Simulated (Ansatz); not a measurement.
InAs (zinc blende, F-43m), a = b = c = 6.1083 Å, α = β = γ = 90.00°; the cell used has 2 atoms.

Relaxed with r²SCAN. The program Ansatz at the r²SCAN level (PAW) gives a gap of 0.08 eV.

Q: What gap does HSE06 give on the same cell (Ansatz, PAW)?

A: 0.36 eV, 0.28 eV more. The hybrid was solved on a coarser mesh and at special points; its gap is the smallest among all of these.

```json
[
 {"k": "Γ", "v1 r²SCAN": "0.00", "c1 r²SCAN": "0.08", "v1 HSE06": "0.00", "c1 HSE06": "0.36"},
 {"k": "X", "v1 r²SCAN": "-2.29", "c1 r²SCAN": "1.88", "v1 HSE06": "[?]", "c1 HSE06": "[?]"},
 {"k": "L", "v1 r²SCAN": "-0.97", "c1 r²SCAN": "1.25", "v1 HSE06": "[?]", "c1 HSE06": "[?]"},
 {"k": "W", "v1 r²SCAN": "-2.80", "c1 r²SCAN": "4.46", "v1 HSE06": "[?]", "c1 HSE06": "[?]"},
 {"k": "K", "v1 r²SCAN": "-1.92", "c1 r²SCAN": "2.43", "v1 HSE06": "[?]", "c1 HSE06": "[?]"}
]
```

Q: Top valence (v1) and lowest conduction level (c1) in eV from each method's valence maximum (which need not be a listed point): supply the withheld HSE06 values.

A: 
- L, v1 HSE06: -1.03
- L, c1 HSE06: 1.57
- W, v1 HSE06: -2.96
- W, c1 HSE06: 4.97
- X, v1 HSE06: -2.43
- X, c1 HSE06: 2.16
- K, v1 HSE06: -2.03
- K, c1 HSE06: 2.75

Cost on shared cores: the r²SCAN run (SCF on a 8×8×8 mesh, then bands and DOS) roughly 40 core-seconds, the HSE06 run (SCF on 6×6×6, then a few points) very roughly 2.6 core-minutes; the tasks are unlike.

Symmetry was held in the r²SCAN relaxation; phonons on a q-mesh show no instability. Scalar-relativistic: spin–orbit coupling is off unless named, which matters more the heavier the elements.

Potentials: the later of the program's two PAW sets.
